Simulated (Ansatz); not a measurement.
Here is the system:

SnS:
```
CELL_PARAMETERS angstrom
      0.00000     3.17498     3.17498
      3.17498     0.00000     3.17498
      3.17498     3.17498     0.00000
ATOMIC_POSITIONS crystal
  Sn 0.00000 0.00000 0.00000
  S  0.25000 0.25000 0.25000
```

This is the LDA-relaxed structure.

Problem. All from LDA in the plane-wave PAW code Ansatz, unless another level is named. Estimate the electronic character.

Solution. metallic (no gap).

Problem. Next, the formation energy from the elements (no fitted shifts)?

Solution. -0.092 eV/atom.

Problem. What about the density of states at the Fermi level?

Solution. 0.22 states/eV per atom (mean over ±0.08 eV).

Space group F-43m (zinc blende). The workflow started from a Materials Project entry (that database holds measured and hypothetical structures alike); the Crystallography Open Database copy checked does not list it. It is not the phase usual at ambient conditions (space group No. 62). The LDA relaxation kept the symmetry of its start. At this level the phase is mechanically unstable. The references are the lowest solids computed at this level, not always the standard phases. Scalar-relativistic: spin–orbit coupling is off unless named, which matters more the heavier the elements.

Potentials: the later of the program's two PAW sets.
